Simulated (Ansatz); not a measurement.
TaS2:
```
CELL_PARAMETERS angstrom
      3.29130     0.00000     0.00000
     -1.64565     2.85035     0.00000
      0.00000     0.00000     5.72365
ATOMIC_POSITIONS crystal
  Ta 0.00000 0.00000 0.00000
  S  0.66667 0.33333 0.73149
  S  0.33333 0.66667 0.26851
```

Relaxed with LDA. Special points in fractions of this cell's reciprocal vectors: Γ (0.000, 0.000, 0.000); M (0.500, 0.000, 0.000); K (0.333, 0.333, 0.000); A (0.000, 0.000, 0.500); L (0.500, 0.000, 0.500); H (0.333, 0.333, 0.500).

Task: List the band energies nearest the Fermi level at these points for LDA in the plane-wave PAW code Ansatz.

Result: In eV from the Fermi level; about four levels below and three above (degenerate sets whole), none deeper than 8.9 eV; points with the same levels are listed once.

```tsv
k	below	above
Γ	-0.96 -0.44 -0.44 -0.13	0.21 0.21 3.80 3.80
M	-3.75 -3.57 -2.09 -0.94	2.80 3.40 4.21
K	-5.54 -5.54 -3.76 -3.76 -3.06	1.59 2.21 2.21
A	-3.74 -3.74 -0.69 -0.69	0.16 0.16 1.18
L	-3.99 -1.94 -1.58 -1.54	2.79 3.41 4.16
H	-5.30 -4.03 -3.49 -3.49	1.21 1.21 1.66
```

Space group P-3m1 (CdI2 type). This is a known high-temperature phase of the composition, computed here at zero pressure and temperature. The cell was relaxed with LDA under the symmetry of its start; whether a distortion lowers the energy is not shown. The run is not spin-polarised. A crystal of weakly bound layers computed without a dispersion correction: the cell and the soft elastic constants depend strongly on that. With an odd number of electrons in the cell and no spin polarisation, the count alone makes it a metal. Scalar-relativistic: spin–orbit coupling is off unless named, which matters more the heavier the elements.

Potentials: the earlier of the program's two PAW sets. The files were generated under PBE; for other functionals the program regenerates the frozen cores, and for LDA and PBEsol the local potential too.
